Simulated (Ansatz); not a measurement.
### Question
Each is relaxed and computed with DFT-PBE in the program Ansatz with PAW potentials. Which is the only one with a gap?
A) MoP, P-6m2 (Mo on 1a, P on 1d)
B) AlP, zinc blende
C) InP, NiAs type
D) AlAs, P4_2/mmc (Al on 2c, As on 2e)

### Answer
B, AlP, zinc blende. AlP: gap 1.63 eV (indirect); AlAs: metal; InP: metal; MoP: metal. Constructed cells (a structure type filled with these elements, in neither database checked): AlAs, P4_2/mmc (Al on 2c, As on 2e). Typed or built starts, not in the databases checked: InP, NiAs type. Not the usual ambient phase: AlAs, P4_2/mmc (Al on 2c, As on 2e); InP, NiAs type. All cells were relaxed under the symmetry of their starts (and spin orders); stability against distortions was not tested throughout. Rows with no word on spin ran without spin polarisation. Scalar-relativistic: spin–orbit coupling is off unless named, which matters more the heavier the elements.

Potentials: the later of the program's two PAW sets.
